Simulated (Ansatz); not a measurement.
TaN (rock salt, Fm-3m) under volume change, plane-wave PAW PBEsol (Ansatz code), scaled uniformly.

| V (Å³/atom) | E − E(relaxed) (meV/atom) | P (GPa) |
|---|---|---|
| 9.524 | 112.0 | 41.49 |
| 9.838 | 47.0 | 25.35 |
| 10.152 | 11.1 | 11.64 |
| 10.466 | 0.0 | 0.00 |
| 10.780 | 10.0 | -9.89 |
| 11.094 | ___ | ___ |
| 11.407 | ___ | ___ |

**Question.** What belongs in the gaps?

**Answer.** 
- 11.407, E − E(relaxed) (meV/atom): 80.8
- 11.407, P (GPa): -25.42
- 11.094, E − E(relaxed) (meV/atom): 37.8
- 11.094, P (GPa): -18.29

**Question.** What does a third-order Birch–Murnaghan fit give for V₀, B₀ and B′?

**Answer.** V₀ = 10.47 Å³/atom, B₀ = 357 GPa, B′ = 4.4.

The PBEsol relaxation kept the symmetry of its start; of distortions, only those at the zone centre were tested. The run is not spin-polarised. Scalar-relativistic: spin–orbit coupling is off unless named, which matters more the heavier the elements.

Potentials: the earlier of the program's two PAW sets.
